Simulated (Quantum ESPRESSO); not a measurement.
# Moving one atom in TaZrNbO6F2

The results below are calculated, not measured. They come from pw.x of Quantum ESPRESSO 7.5, a plane-wave density functional program, with PseudoDojo standard norm-conserving files (v0.5 for PBE, v0.4.1 for LDA and PBEsol). The cells are made up: elements, strain and atom displacements were drawn at random, and nothing was relaxed. There is no spin polarisation, spin-orbit coupling or dispersion term.

The cell has 12 sites of a fluorite lattice. Sites 1 to 4 hold Ta empty Zr Nb; sites 5 to 12 hold O O F O O F O O. Cell vectors in Å: (4.928, 0.006, 0.031); (0.006, 4.840, -0.006); (0.031, -0.006, 4.810). Settings: PBE, cutoff 1143 eV, 5 x 5 x 5 k mesh shifted by half a step, Fermi-Dirac smearing of 0.025 eV.

Each run shifts the O atom on site 12 along z and leaves all else fixed. Site 1 is one of its nearest neighbours. E is the free energy of the cell above the lowest run shown. The last column is band 45 less band 44 at Gamma, from a band step after each run.

| run | shift (Å) | Fz on site 12 (eV/Å) | Fz on site 1 (eV/Å) | P (GPa) | E (meV) | level step at Gamma (eV) |
| --- | --- | --- | --- | --- | --- | --- |
| 1 | -0.1367 | 2.601 | -0.343 | 13.03 | 242.7 | 0.585 |
| 2 | -0.1163 | 2.346 | -0.304 | 13.10 | 192.2 | 0.586 |
| 3 | -0.1032 | 2.180 | -0.277 | 13.15 | 162.5 | 0.587 |
| 4 | -0.0798 | 1.872 | -0.223 | 13.27 | 115.1 | 0.589 |
| 6 | 0.0095 | 0.613 | 0.038 | 13.97 | 3.1 | 0.605 |
| 7 | 0.0833 | -0.544 | 0.312 | 14.86 | 0.0 | 0.623 |
| 5 | -0.0422 | ? | ? | ? | ? | ? |

A rerun of one of these cells at 1467 eV and k mesh 7 x 7 x 7 moved values by no more than 0.002 eV in the cell's energy, 0.05 GPa in stress and 0.004 eV/Å in force.

## Worked fit

A parabola through the six runs shown gives Fz on site 12 = 0.753 - 14.79 u - 9.3 u² eV/Å, with u in Å and a scatter of 0.002 eV/Å. Minus the slope, 14.79 ± 0.03 eV/Å², is this atom's force constant along z at u = 0, with its periodic images moving too. The fitted force vanishes at u = 0.049 Å, where the energy should be lowest along this line. The error is the larger of the fit's own and the change that a cubic makes, rounded up.

## Withheld run

Question: what Fz on site 12 should run 5 give?

The fit gives 1.361 eV/Å. The calculation gave 1.358 eV/Å.

```
run  shift (Å)  Fz on site 12 (eV/Å)  Fz on site 1 (eV/Å)  P (GPa)  E (meV)  level step at Gamma (eV)
  5    -0.0422                 1.358               -0.123    13.51     54.3                     0.595
```